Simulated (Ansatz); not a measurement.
MgH2 (rutile)

```
MgH2
1.0
    4.48445     0.00000     0.00000
    0.00000     4.48445     0.00000
    0.00000     0.00000     2.99665
Mg H
2 4
Direct
  0.50000   0.50000   0.50000
  0.00000   0.00000   0.00000
  0.69533   0.69533   0.00000
  0.30467   0.30467   0.00000
  0.80467   0.19533   0.50000
  0.19533   0.80467   0.50000
```

Grid over V/V₀ and (c/a)/(c/a)₀, subscript 0 meaning the relaxed cell; the conventional c axis lies along z; no internal relaxation.

Level of theory: r2SCAN (plane waves to 500 eV, PAW, scalar-relativistic; Ansatz, a program for electronic structure). k mesh 8×8×11 (Γ-centred), Fermi-Dirac smearing 0.05 eV. Compression counts positive. As the atoms are clamped, bonds stretch with the cell, which overstates energies and stresses. MgH2 was relaxed with its symmetry unable to fall. 

```
P (GPa)               V/V₀ = 0.920  V/V₀ = 0.960  V/V₀ = 1.000  V/V₀ = 1.040  V/V₀ = 1.080
--------------------  ------------  ------------  ------------  ------------  ------------
(c/a)/(c/a)₀ = 0.880             ?           5.0           2.4           0.2             ?
(c/a)/(c/a)₀ = 0.940           6.4             ?           1.0          -1.1          -2.9
(c/a)/(c/a)₀ = 1.000           5.2           2.4           0.0          -2.0          -3.7
(c/a)/(c/a)₀ = 1.060           4.5             ?          -0.6          -2.5          -4.1
(c/a)/(c/a)₀ = 1.120           4.1           1.4          -0.9          -2.8          -4.3
```

Some entries are withheld; supply them.


- (c/a)/(c/a)₀ = 0.880, V/V₀ = 0.920: 8.1
- (c/a)/(c/a)₀ = 0.880, V/V₀ = 1.080: -1.7
- (c/a)/(c/a)₀ = 0.940, V/V₀ = 0.960: 3.4
- (c/a)/(c/a)₀ = 1.060, V/V₀ = 0.960: 1.7

(A scan under strain: stresses follow from slopes of the energy per volume, elastic moduli from its curvatures.)
